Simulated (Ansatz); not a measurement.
Relaxed-ion elastic tensor of Al$_{2}$ZnS$_{4}$ (spinel, space group No. 227) in GPa (Voigt order), PBEsol (plane waves, PAW; program Ansatz); density 3.31 g/cm³, 17.72 Å³ per atom.

```
 131  74.0  74.0   0.0   0.0   0.0
74.0   131  74.0   0.0   0.0   0.0
74.0  74.0   131   0.0   0.0   0.0
 0.0   0.0   0.0  66.6   0.0   0.0
 0.0   0.0   0.0   0.0  66.6   0.0
 0.0   0.0   0.0   0.0   0.0  66.6
```

Q: Is the crystal mechanically stable?

A: Yes: the smallest eigenvalue of C is 56.9 GPa.

Q: Work out the Voigt, Reuss and Hill averages.

A: K_V = 93.0, K_R = 93.0, K_H = 93.0; G_V = 51.4, G_R = 43.4, G_H = 47.4 GPa.

Q: Give Young's modulus, Poisson's ratio, Pugh's ratio and the universal anisotropy index.

A: E = 9KG/(3K + G) = 121 GPa; ν = 0.28; K/G = 1.96 (ductile by the Pugh limit of 1.75); A_U = 5G_V/G_R + K_V/K_R − 6 = 0.92.

Q: Estimate the sound speeds and the Debye temperature.

A: v_l = √((K + 4G/3)/ρ) = 6860 m/s, v_t = √(G/ρ) = 3780 m/s, mean 4210 m/s; Θ = (h/k)(3n/4πV)^(1/3) v_m = 481 K.

Q: Give the Zener ratio and Young's modulus along [100], [110] and [111].

A: A = 2C44/(C11 − C12) = 2.34; 1/E = S11 − 2(S11 − S12 − S44/2)Γ with Γ = 0, 1/4, 1/3 gives 77.4, 127, 161 GPa.

Q: Solve the Christoffel equation for the three sound speeds along [100], [110], [111].

A: Eigenvalues of C_ijkl n_j n_l equal ρv². In km/s, slowest first: [100] 4.48, 4.48, 6.28; [110] 2.93, 4.48, 7.14; [111] 3.52, 3.52, 7.41.

Space group Fd-3m (spinel). The first step of the workflow began from a Materials Project structure, measured or hypothetical; the Crystallography Open Database files this formula in space group No. 227, but the cells were not matched. Its standing as an ambient phase is unchecked. Symmetry was held in the PBEsol relaxation; its stability against distortions is not shown here.

Potentials: the later of the program's two PAW sets.
